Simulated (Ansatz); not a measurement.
## Two inputs for CsPbBr3 with Be replacing Cs

This input was run with Ansatz:

```yaml
crystal:
  lattice:
    - [-5.87, 5.87, 5.87]
    - [5.87, -5.87, 5.87]
    - [5.87, 5.87, -5.87]
  atoms:
    - { symbol: Be, position: [0.0, 0.0, 0.0] }
    - { symbol: Cs, position: [0.5, 0.5, 0.0] }
    - { symbol: Cs, position: [0.5, 0.0, 0.5] }
    - { symbol: Cs, position: [0.0, 0.5, 0.5] }
    - { symbol: Pb, position: [0.5, 0.5, 0.5] }
    - { symbol: Pb, position: [0.0, 0.0, 0.5] }
    - { symbol: Pb, position: [0.0, 0.5, 0.0] }
    - { symbol: Pb, position: [0.5, 0.0, 0.0] }
    - { symbol: Br, position: [0.5, 0.25, 0.25] }
    - { symbol: Br, position: [0.0, 0.75, 0.25] }
    - { symbol: Br, position: [0.0, 0.25, 0.75] }
    - { symbol: Br, position: [0.5, 0.75, 0.75] }
    - { symbol: Br, position: [0.25, 0.5, 0.25] }
    - { symbol: Br, position: [0.75, 0.0, 0.25] }
    - { symbol: Br, position: [0.75, 0.5, 0.75] }
    - { symbol: Br, position: [0.25, 0.0, 0.75] }
    - { symbol: Br, position: [0.25, 0.25, 0.5] }
    - { symbol: Br, position: [0.75, 0.75, 0.5] }
    - { symbol: Br, position: [0.75, 0.25, 0.0] }
    - { symbol: Br, position: [0.25, 0.75, 0.0] }
total_charge: 1
kpoints:
  mp_grid: { grid: [2, 2, 2] }
scf:
  occupations: { method: fermi_dirac, width: 0.01 }
hamiltonian:
  xc: pbe
  pseudopotentials: { kind: paw }
  dispersion: d3bjatm
output:
  forces: true
  stress: true
  populations: true
  efg:
    quadrupole_moments_barn: { Be: 0.05288, Cs: -0.00343, Br: 0.2579 }
    contact_densities: true
basis:
  ecutrho_ratio: 4
```

```sh
ansatz run input.yaml --threads 1 --pin off --max-ram 3072MiB --backend cpu --events-out ev --progress --plain --runs-dir out
```

It converged. Of its output the block on the nuclei alone is shown, without the SCF iterations, energies, forces and stress (one atom of each set):

```
--- PAW observables at the nuclei: V_zz in 10²¹ V/m², potentials from the cell's mean, atoms counted from 1 ---
  atom   1  Be V_zz =    +0.000000   η = 0.0000   by run symmetry: forbidden   C_q = +0.0000 MHz
            electrostatic potential = -235.687649 V   contact ρ = 241.229110 e/Å³
  atom   2  Cs V_zz =    -0.302277   η = 0.0000   by run symmetry: allowed   C_q = +0.0251 MHz
            electrostatic potential = -9371.917471 V   contact ρ = 1900597.654871 e/Å³
  atom   5  Pb V_zz =    +0.189272   η = 0.0000   by run symmetry: allowed
            electrostatic potential = -17471.816515 V   contact ρ = 16532636.434407 e/Å³
  atom   9  Br V_zz =   +29.825320   η = 0.0846   by run symmetry: allowed   C_q = +185.9905 MHz
            electrostatic potential = -4905.545448 V   contact ρ = 293243.697459 e/Å³
```

Task: Can these gradients be trusted, and how do they compare with a run on standard settings?

Result: They agree with the standard run. Against the standard input the change is `basis.ecutrho_ratio`: not typed → 4; `hamiltonian.dispersion`: not typed → d3bjatm. A site carries the number of its first atom; V_zz in 10²¹ V/m².

```csv
site,atom,V_zz standard,η standard,V_zz here,η here
Be,1,0.00,–,0.00,–
Cs,2,-0.30,0.00,-0.30,0.00
Pb,5,0.19,0.00,0.19,0.00
Br,9,29.8,0.08,29.8,0.08
```

All printed values agree. The dispersion term itself leaves the density as it is. SCF iterations: 16 and 16.

On the reference run: The run isn't spin-polarised, and a state with spin may lie lower. The defect repeats with the cell of 20 atoms, so it feels its images: sites between two images don't show the values beside a lone defect, and zeros or small values of η there can come from the images' arrangement. Br carries a gradient in the pure host already, so the values there aren't the defect's effect alone. This high-symmetry form of CsPbBr3 is unstable when cold, to tilts of the octahedra. The symmetry of the cell holds that distortion back, wholly or in part, and it would change the field gradients, the more the larger the distortion. A uniform background compensates the cell's charge. The defect cell has no gap above 0.1 eV on its mesh, so the values can hang on the smearing and the k-mesh. Spin–orbit coupling is left out, which shifts gradients on Pb by a few per cent in wide-gap crystals, and can shift them far more where the calculated gap is small or absent, as here. The neighbours have not yet relaxed around the defect (largest force 0.022 eV/Å), so a real crystal will differ.
